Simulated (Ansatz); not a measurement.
VBrO:
```
CELL_PARAMETERS angstrom
      3.41837     0.00000     0.00000
      0.00000     3.75351     0.00000
      0.00000     0.00000     8.50285
ATOMIC_POSITIONS crystal
  V  0.50000 0.50000 0.39438
  V  0.00000 0.00000 0.60562
  Br 0.00000 0.50000 0.17699
  Br 0.50000 0.00000 0.82301
  O  0.50000 0.00000 0.46158
  O  0.00000 0.50000 0.53842
```
The run is spin-polarised; directions of the spins, atom by atom: ↑ ↑ 0 0 0 0.

Relaxed with r²SCAN+D4.

Question: Map the spin density (μB/Å³) on the plane through (0.500, 0.500, 0.394) spanned by u = [1, 0, 0] and v = [0, 0, 1] in lattice vectors, from r²SCAN+D4 in the plane-wave PAW code Ansatz.

Answer: x is the fraction of u, y of v (the angle between them is 90°; rows are the nearest grid lines); atoms in the plane: V at (0.00, 0.00), Br at (0.50, 0.78), O at (0.50, 0.14).
```
|@%+:.        .:+%@|
|+-              -+|
|-:              :-|
|                  |
|                  |
|                  |
|                  |
|                  |
|                  |
|                  |
|                  |
|                  |
|                  |
|                  |
|                  |
|                  |
|                  |
|                  |
|                  |
|                  |
|                  |
|-:              :-|
|+-              -+|
|@%+:.        .:+%@|
```
Scale: ten equal steps from -0.011 (start of ' ') to 2.65 (end of '@'), in the order ' .:-=+*#%@'; x runs from 0.000 to 1.00, y from 0.000 (bottom) to 1.00 (top).

The density is the valence pseudo-density with augmentation charge, so density and ELF within about 1 Å of a nucleus are not all-electron values.

Space group Pmmn. The first step of the workflow began from a Materials Project structure, measured or hypothetical; the Crystallography Open Database files this formula in space group No. 59, but the cells were not matched. Its standing as an ambient phase is unchecked. The r²SCAN+D4 relaxation kept the symmetry of its start; its stability against distortions is not shown here. The final state is ferromagnetic, the only order run, not a proven ground state. Other orbital occupations within this spin state were not tried. No Hubbard U is applied.

Potentials: the later of the program's two PAW sets.
